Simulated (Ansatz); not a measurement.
ZrO:
```yaml
crystal:
  lattice:
    - [5.24836, 0.00000, 0.00000]
    - [-2.62418, 4.54521, 0.00000]
    - [0.00000, 0.00000, 3.16591]
  atoms:
    - { symbol: Zr, position: [0.00000, 0.00000, 0.00000] }
    - { symbol: Zr, position: [0.33333, 0.66667, 0.50000] }
    - { symbol: Zr, position: [0.66667, 0.33333, 0.50000] }
    - { symbol: O, position: [0.40670, 0.00000, 0.00000] }
    - { symbol: O, position: [0.59330, 0.59330, 0.00000] }
    - { symbol: O, position: [0.00000, 0.40670, 0.00000] }
```

Relaxed with PBEsol. Special points in fractions of this cell's reciprocal vectors: Γ (0.000, 0.000, 0.000); M (0.500, 0.000, 0.000); K (0.333, 0.333, 0.000); A (0.000, 0.000, 0.500); L (0.500, 0.000, 0.500); H (0.333, 0.333, 0.500).

Q: List the band energies nearest the Fermi level at these points for the program Ansatz at the PBEsol with spin–orbit coupling level (PAW).

A: In eV from the Fermi level; about four levels below and three above (degenerate sets whole), none deeper than 8.9 eV; points with the same levels are listed once.

```csv
k,below,above
Γ,-0.82 -0.82 -0.57 -0.57,0.66 0.66 0.71 0.71
M,-2.12 -2.12 -1.80 -1.80,0.32 0.32 1.73 1.73
K,-1.75 -1.75 -1.72 -1.72,0.58 0.58 1.39 1.39
A,-2.30 -2.30 -2.27 -2.27,0.06 0.06 1.35 1.35
L,-1.35 -1.35 -0.83 -0.83,1.02 1.02 1.28 1.28
H,-1.68 -1.68 -1.34 -1.34,1.49 1.49 1.53 1.53
```

Space group P-62m. The start of the workflow was typed in or built on a structure type; neither database checked (COD, Materials Project) lists it. COD files the formula under space group No. 225. Whether it is the stable phase at ambient conditions was not checked. The cell was relaxed with PBEsol under the symmetry of its start; whether a distortion lowers the energy is not shown. No spin polarisation was allowed. A small band overlap can be real or an error of a semilocal functional.

Potentials: the earlier of the program's two PAW sets. The files were generated under PBE; for other functionals the program regenerates the frozen cores, and for LDA and PBEsol the local potential too.
